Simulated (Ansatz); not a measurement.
Lu:
```cif
data_Lu9
_chemical_formula_sum 'Lu9'
_space_group_name_H-M_alt 'R-3m :H'
_space_group_IT_number 166
_space_group_name_Hall '-R 3 2"'
_cell_length_a 3.47239
_cell_length_b 3.47239
_cell_length_c 25.31564
_cell_angle_alpha 90.000
_cell_angle_beta 90.000
_cell_angle_gamma 120.000
loop_
_atom_site_label
_atom_site_type_symbol
_atom_site_symmetry_multiplicity
_atom_site_Wyckoff_symbol
_atom_site_fract_x
_atom_site_fract_y
_atom_site_fract_z
_atom_site_occupancy
Lu1 Lu 3 a 0.00000 0.00000 0.00000 1
Lu2 Lu 6 c 0.00000 0.00000 0.22152 1
```
(The calculation used a cell of 3 atoms; values per cell refer to that cell.)
The run is spin-polarised, in the one order tried: ferromagnetic.

Relaxed at zero pressure with r²SCAN (plane waves, PAW; program Ansatz).

Problem. The volume is lowered by 6 % and shape and atoms relax at that volume. What pressure results, and how do the axes share the change?

Solution. 3.0 GPa; a -1.8 %, b -1.8 %, c -2.5 %; the energy rises by 16 meV/atom.

Problem. Give the new structure.

Solution. 
Space group R-3m, hexagonal axes (No. 166); a = b = 3.410 Å, c = 24.681 Å, α = β = 90.00°, γ = 120.00°

```
atom  site  symmetry       x       y       z
----  ----  --------  ------  ------  ------
Lu      3a       -3m  0.0000  0.0000  0.0000
Lu      6c        3m  0.0000  0.0000  0.2215
```

The phase is kept; no other phase was compared at this pressure.

The workflow started from a Materials Project entry (that database holds measured and hypothetical structures alike); the Crystallography Open Database copy checked does not list it. It is not the phase usual at ambient conditions (space group No. 194). The r²SCAN relaxation kept the symmetry of its start; its stability against distortions is not shown here. The final state is ferromagnetic, the only order run, not a proven ground state. Other orbital occupations within this spin state were not tried. Axis ratios of metals converge slowly with the k-mesh, so a and c are less sure than the volume. Spin–orbit coupling is left out wherever it is not named.

Potentials: the later of the program's two PAW sets.
